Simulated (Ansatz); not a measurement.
# TiIn₂: rattling a relaxed structure

It was reached by relaxing an invented guess, and it needn't be the stable form of this composition.

Level of theory: DFT PBE, scalar-relativistic, plane waves, PAW in Ansatz 0.2.0. Settings: cutoff 420 eV, Γ-centred mesh 16×16×8 on the computed 3-atom cell, Gaussian smearing of 0.10 eV; no spin polarisation.

The cell below (3 atoms, space group P4/mmm (No. 123)) is relaxed within its symmetry.

```
Ti In
1.0
     3.05395    0.00000    0.00000
     0.00000    3.05395    0.00000
     0.00000    0.00000    7.11235
Ti In
1 2
Direct
  0.00000 0.00000 0.00000
  0.50000 0.50000 0.29446
  0.50000 0.50000 0.70554
```

For the test a repeat of it with 6 atoms (edges 3.05, 6.11, 7.11 Å) was strained at random (σ = 1.5 % a component), the atoms were moved at random (σ = 0.15 Å), and all was relaxed again on a coarse 8×4×4 mesh (in the run’s order of axes) with 0.20 eV smearing, with no symmetry imposed.

Problem. Is the structure stable against such a distortion?

Solution. It returns, within 2 meV/atom of the unmoved cell on that mesh and with the same symmetry when read at 0.1 Å. No instability shows in this cell; modes of other wave vectors, which need another repeat, aren't tested.
